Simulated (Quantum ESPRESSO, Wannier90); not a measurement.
Wannierisation of InSe (R3m)

```
begin unit_cell_cart
ang
   -2.0233451426    3.5045365883    0.0000000000
   -4.0466902853    0.0000000000    0.0000000000
   -2.0233451426    1.1681788628    8.6085230000
end unit_cell_cart
begin atoms_frac
In   0.1103500000  0.1103500000 -0.3310500000
In   0.0018300000  0.0018300000 -0.0054900000
Se  -0.3802870000 -0.3802870000  0.1408610000
Se  -0.1741930000 -0.1741930000 -0.4774210000
end atoms_frac
```

Structure: Materials Project mp-22691, symmetrised, not relaxed again. COD (Crystallography Open Database) has the formula in 2 space groups, this one among them (matched by group alone). Computed values, not measurements, from PBEsol: Quantum ESPRESSO (norm-conserving PseudoDojo potentials, cutoff 69 Ry, spinors with spin-orbit coupling) on a Γ-centred 4×4×4 mesh, then Wannier90. Density: 10×10×10 mesh, Gaussian smearing 0.01 Ry. The cell is built of weakly bound layers, chains or molecules, whose nearest atoms lie 4.03 Å apart. Database cells relaxed without dispersion often hold them too far apart, which can enlarge gaps and weakens couplings between them; spacing and stacking were not compared with the measured crystal.

Bands 45-58 form an isolated set from -6.37 to 0.00 eV relative to the valence-band maximum (on the path) and are turned into 14 Wannier functions by minimising the spread from the start: SCDM (isolated).

Centres (Cartesian, Å; one of the equivalent choices) and spreads:

| n | x | y | z | spread (Å²) | nearest atom |
|---|---|---|---|---|---|
| 1 | 2.023 | -1.485 | -3.841 | 2.655 | Se4 |
| 2 | 2.300 | -1.008 | 0.940 | 2.678 | Se3 |
| 3 | -1.746 | -1.008 | 0.940 | 2.678 | Se3 |
| 4 | 2.297 | -1.010 | -3.841 | 2.655 | Se4 |
| 5 | 1.747 | -1.009 | 0.941 | 2.681 | Se3 |
| 6 | -0.274 | 0.158 | 4.767 | 2.656 | Se4 |
| 7 | 2.297 | -1.010 | -3.841 | 2.655 | Se4 |
| 8 | 1.747 | -1.008 | 0.941 | 2.679 | Se3 |
| 9 | 0.000 | 0.000 | -1.449 | 2.932 | In1 |
| 10 | 0.000 | 2.020 | -3.841 | 2.655 | Se4 |
| 11 | 0.000 | 2.016 | 0.940 | 2.677 | Se3 |
| 12 | 0.000 | 0.000 | -1.449 | 2.932 | In1 |
| 13 | -2.297 | -1.010 | -3.841 | 2.656 | Se4 |
| 14 | 0.000 | 2.016 | 0.940 | 2.678 | Se3 |

Ω_I = 36.68 Å², Ω_total = 37.87 Å²; the interpolated bands follow pw.x to 42 meV rms on the path. Only this start was tried; a symmetric start can stop on a saddle, and mixtures of these functions could lower the total by at most Ω_total − Ω_I.
